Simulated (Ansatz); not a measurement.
# Calculated ¹⁴N nuclear quadrupole resonance for ZnPtC6N6

Cell: a structure deposited in the COD, ions relaxed with PBE at fixed cell.

```cif
data_ZnPtC6N6
_symmetry_space_group_name_H-M 'Fm-3m'
_symmetry_Int_Tables_number 225
_cell_length_a 10.5104
_cell_length_b 10.5104
_cell_length_c 10.5104
_cell_angle_alpha 90.000
_cell_angle_beta 90.000
_cell_angle_gamma 90.000
loop_
_atom_site_label
_atom_site_type_symbol
_atom_site_symmetry_multiplicity
_atom_site_Wyckoff_symbol
_atom_site_fract_x
_atom_site_fract_y
_atom_site_fract_z
Zn Zn 4 b 0.5000 0.5000 0.5000
Pt Pt 4 a 0.0000 0.0000 0.0000
C C 24 e 0.5000 0.5000 0.1903
N N 24 e 0.5000 0.5000 0.3003
```

One atom of each set is listed; the run and its k-mesh use a cell of 14 atoms with edges of 7.43, 7.43, 7.43 Å.

The numbers come from a DFT calculation in Ansatz (r2SCAN, plane waves and PAW, scalar-relativistic, 500 eV cutoff, Γ-centred 6×6×6 k-points, Fermi–Dirac smearing 0.05 eV).

¹⁴N: I = 1, Q = 20.44 mb (year-2017 value). Static lattice, zero field.

Q: The simulated lines lie at 2.26 MHz. What are |C_Q|, η and |V_zz| at N?

A: For I = 1 the lines are ν± = (3/4)|C_Q|(1 ± η/3) and ν₀ = |C_Q|η/2. Here |C_Q| = 3.02 MHz, η = 0.00 and |V_zz| = 6.10 × 10²¹ V/m². The calculation gives V_zz negative; the lines don't show the sign. The site has 1 C at 1.16 Å, 1 Zn at 2.10 Å, angle 180°; also 1 Pt at 3.16 Å.

An axis of threefold or higher order runs through N, so V_zz lies along it and η is zero.

The largest force is 0.8 eV/Å, so the atoms aren't at the calculated equilibrium and relaxing them would move these values. The database entry as given showed forces above 3 eV/Å or a pressure above 30 GPa, though relaxing it moves no atom far.
